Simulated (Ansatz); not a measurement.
Ansatz 0.2.0, settings compared: Mn₂ZnAs₂

Run with:

```bash
ansatz run input.yaml --threads 1 --pin off --max-ram 2560MiB --backend cpu --events-out ev --progress --plain --runs-dir out
```

Input:

```yaml
crystal:
  lattice:
    - [4.155251, 0.0, 0.0]
    - [-2.077625, 3.598554, 0.0]
    - [0.0, 0.0, 6.662187]
  atoms:
    - { symbol: Mn, position: [0.3333, 0.6667, 0.36944] }
    - { symbol: Mn, position: [0.6667, 0.3333, 0.63056] }
    - { symbol: As, position: [0.3333, 0.6667, 0.76793] }
    - { symbol: As, position: [0.6667, 0.3333, 0.23207] }
    - { symbol: Zn, position: [0.0, 0.0, 0.0] }
  symmetry: { tolerance: 0.0003 }
kpoints:
  mp_grid: { grid: [5, 5, 3], shift: [0, 0, 0] }
magnetization:
  spin_polarized: false
scf:
  occupations: { method: gaussian, width: 0.059 }
hamiltonian:
  pseudopotentials: { kind: paw }
  xc: pbe
basis:
  ecutwfc: 420
output:
  forces: true
  stress: true
  eigenvalues: true
```

Origin of the cell: a database entry, scaled a little.

Output of this run (shortened):

```
Warning: the atoms were moved onto the symmetric positions of the space group found under crystal.symmetry.tolerance 3.0e-4 (fractional; no operation is sought that the atoms, as they stand i […]
Pseudopotentials: kind: paw
Pseudopotential: Mn, paw, valence charge 15, recommended cutoff 420 eV (normal), Mn.paw.azcp
Pseudopotential: As, paw, valence charge 15, recommended cutoff 420 eV (normal), As.paw.azcp
Pseudopotential: Zn, paw, valence charge 12, recommended cutoff 420 eV (normal), Zn.paw.azcp
Functional definition: PBE
  exchange = pbe_x(kappa = kappa, mu = beta*pi^2/3)
  correlation = pbe_c(beta = beta)
Crystal: 5 atoms, lattice volume = 99.619 Å³
Basis set: ecut = 420 eV, 1913 PW (Γ), exchange–correlation on 60×60×90 points (8 copies of the dense FFT grid, shifted against one another)
Bands: 44, of which v1, the nominal top of the filled ones, is band 36 counted from 1 (35 counted from 0)
Symmetry: 12 space group operations
[… 8 lines left out …]
Initial density: superposition of atomic densities (neutral atoms: chi_scale 0, normalization atom), corrected by the library's trained network
Functional: x = pbe(κ = 0.804, μ = 0.219515), c = pbe(β = 0.066725)
SCF iter   1: F=—  HF=-20826.121301 eV  Δρ=5.96e-3  dr2=2.02e-2
SCF iter   2: F=—  HF=-20826.124904 eV  Δρ=8.36e-3  dr2=2.12e-2  defer=19
SCF iter   3: F=—  HF=-20826.120685 eV  Δρ=4.52e-3  dr2=6.00e-3  defer=19
SCF iter   4: F=—  HF=-20826.119268 eV  Δρ=9.73e-4  dr2=3.90e-4  defer=19
SCF iter   5: F=—  HF=-20826.119176 eV  Δρ=1.38e-4  dr2=7.32e-6  defer=19
SCF iter   6: F=—  HF=-20826.119146 eV  Δρ=2.75e-5  dr2=5.30e-7  defer=19
SCF iter   7: F=-20826.119146 eV  HF=-20826.119146 eV  Δρ=7.10e-6  dr2=1.87e-8
SCF 1 converged in 7 iterations: F = -20826.119146 eV  dr2 = 1.87e-8
SCF converged after 7 iterations
Free energy (F): -20826.119146 eV
Harris-Foulkes:  -20826.119146 eV  (|F-HF|=2.86e-9)
Internal energy: -20826.093207 eV  (E = F + TS)
E sigma→0 (E₀):  -20826.106177 eV
Entropy (-TS):   -0.025939 eV (-5.188 meV/atom)
Fermi energy:    9.793526 eV
--- Per-component energies (eV) ---
  E_band       = -1052.882181
  E_kinetic    = 937.730429
  E_local      = -9707.490125  (includes V_loc(G=0)·N_el)
  E_nonlocal   = -236.973534
  E_hartree    = 4493.727202
  E_xc         = -514.866293
  E_vxc        = -490.732957  (∫ρ·V_xc dr)
  E_paw        = -8104.674642  (= ΣΔE_a)
  E_vpaw       = -542.873519  (= ΣTr[D̂ρ^β])
  E_aug_tail   = -0.000359  (compensation charges beyond the density's cutoff)
  E_ewald      = -7693.545886
  E_smearing   = -0.025939  (= −TS)
  Σ components = -20826.119146   (vs F -20826.119146, Δ=0.00e0)
--- Forces (eV/Å), atoms counted from 1 ---
  atom   1  Mn     0.000000    -0.000000     0.927617
  atom   2  Mn    -0.000000     0.000000    -0.927617
  atom   3  As    -0.000000     0.000000    -2.052658
  atom   4  As     0.000000    -0.000000     2.052658
  atom   5  Zn     0.000000     0.000000     0.000000
  max |Σ_I F_I| component: 1.16e-18 eV/Å
--- Stress (GPa, compression-positive) ---
      -16.442304      -0.000000      -0.000000
       -0.000000     -16.442304       0.000000
       -0.000000       0.000000     -19.424041
  P = ⅓ Tr σ = -17.4362 GPa (-174.362 kbar)
```

The same input was run again with these changes:

1. `scf.n_extra_bands` default → 2; `scf.algorithm` default → direct_min
2. `scf.convergence.dr2_threshold` default → 1.0e-11; `scf.algorithm` default → density_mixing
3. `hamiltonian.hubbard` default → { sites: [{ species: Mn, l: d, u_eff: 8.0 }], double_counting: amf }; `accuracy` default → medium; `kpoints.mp_grid.grid` [5, 5, 3] → [2, 2, 1]
4. `hamiltonian.xc` pbe → lda; `basis.ecutrho_ratio` default → 6

```
 run        end  SCF iterations  P (GPa)  max force component (eV/Å)  moment (μB)  ΔE(σ→0) (meV/atom)
base  converged               7   -17.44                       2.053            –                   0
   1  converged               7   -17.44                       2.053            –                0.00
   2  converged              11   -17.44                       2.053            –                0.00
   3  converged              21    -2.22                       1.174            –                   –
   4  converged               9   -23.22                       2.243            –                   –
```

Energies are compared only where functional, datasets, charge and starting cell are the same.

Not properties of the system: run 3 (too coarse or loose: `kpoints.mp_grid.grid` = [2, 2, 1]).

Caveats of the base run: no spin polarisation, so a magnetic state may lie lower; the database entry stands far from equilibrium and may be faulty; the k mesh is coarse if the cell is a metal.

The base run ran for 3.3 s on 1 thread of Arm Neoverse V2 (shared host), peak memory 0.44 GiB, from the program's own first density.
